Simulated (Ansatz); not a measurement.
The relaxed structure here is a generated cell of Pt: the first start was made by placing the elements on the sites of a structure type, and the end was not matched to a known phase here, so it may be hypothetical. Known forms of Pt include space group No. 225.

A relaxed cell of Pt (I-43d (No. 220)), relaxed on a k-mesh at least as fine as the one used below. The numbers are results of PBEsol (plane waves to 420 eV, PAW, scalar-relativistic; Ansatz, a program for electronic structure), not measurements. Γ-centred k-mesh 8×8×8 on the run's cell (coarser than for final values), Fermi–Dirac smearing 0.05 eV.

```xyz
8
Lattice="-3.1218 3.1218 3.1218 3.1218 -3.1218 3.1218 3.1218 3.1218 -3.1218" Properties=species:S:1:pos:R:3 pbc="T T T"
Pt     1.4621     1.4621     1.4621
Pt    -1.4621     1.6596     1.4621
Pt     1.6596     1.4621    -1.4621
Pt     1.4621    -1.4621     1.6596
Pt     3.0230     3.0230     3.0230
Pt     0.0987     3.2205    -0.0987
Pt     3.2205    -0.0987     0.0987
Pt    -0.0987     0.0987     3.2205
```

The atoms are displaced by (Å):

```
atom      ux      uy      uz
----  ------  ------  ------
Pt1    0.012   0.139   0.018
Pt2   -0.028  -0.087   0.019
Pt3   -0.003  -0.172   0.155
Pt4    0.037  -0.072  -0.011
Pt5    0.025   0.051  -0.019
Pt6    0.084  -0.055  -0.028
Pt7   -0.020   0.021   0.022
Pt8   -0.080   0.135  -0.054
```

Q: What forces (eV/Å) and pressure result?

A: 
```tsv
atom	Fx	Fy	Fz
Pt1	0.40	-1.36	0.55
Pt2	-0.27	1.77	-1.22
Pt3	0.73	1.71	-2.54
Pt4	-1.20	1.35	0.85
Pt5	-0.58	-1.36	1.57
Pt6	-1.95	0.41	-0.01
Pt7	0.68	-0.85	0.86
Pt8	2.19	-1.66	-0.07
```

Pressure +5.8 GPa.

Q: Estimate the energy cost of the displacement in the harmonic approximation and compare with the calculation.

A: For a harmonic well ΔE = −½ Σ F·u = 0.946 eV a cell, or 118 meV/atom. The calculated energy relative to the undisplaced cell is +0.11 eV/atom, so the harmonic estimate holds well.

The undisplaced cell is probably no minimum: from this displacement the run went on to I4/mmm (No. 139), 0.10 eV/atom below it.

No spin polarisation in the result.
